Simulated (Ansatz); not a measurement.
NaF (rock salt, Fm-3m), DFT-LDA in the program Ansatz with PAW potentials. The conduction-band minimum lies at Γ, with 1 equivalent valley. Second derivatives d²E/dk² of the lowest band at one valley (eV·Å²), along Cartesian directions:

```csv
direction,d²E/dk²
[100],13.85
[010],13.85
[001],13.85
[110],13.85
[101],13.85
[011],13.85
```

Find the principal effective masses, the density-of-states mass and the conductivity mass.

Off-diagonal terms follow from H_xy = H[110] − (H_xx + H_yy)/2, and m*/mₑ = 7.620 eV·Å² over each eigenvalue: 0.55, 0.55, 0.55. One valley's DOS mass (m₁m₂m₃)^(1/3) = 0.55, conductivity mass 3/(Σ 1/mᵢ) = 0.55 mₑ.

What effective density of states Nc follows at 300 K for parabolic valleys?

Nc = 2.509e19 × 1 × (0.55)^(3/2) ≈ 1.0e19 cm⁻³.

With the computed static dielectric constant 4.65 (mean of the diagonal), estimate a hydrogenic donor's binding energy and radius.

E = 13.606 eV × 0.55/4.65² ≈ 350 meV; a = 0.529 Å × ε/m* ≈ 4.5 Å. Semilocal masses tend to be too small where the gap is.

With ε∞ = 1.93 and ω_LO = 427 cm⁻¹, what Fröhlich coupling constant follows?

α = (1/ε∞ − 1/ε0) √(m* × 13.606 eV/ħω_LO) = 3.6.

Symmetry was held in the LDA relaxation; phonons on a q-mesh show no instability.

Potentials: the later of the program's two PAW sets.
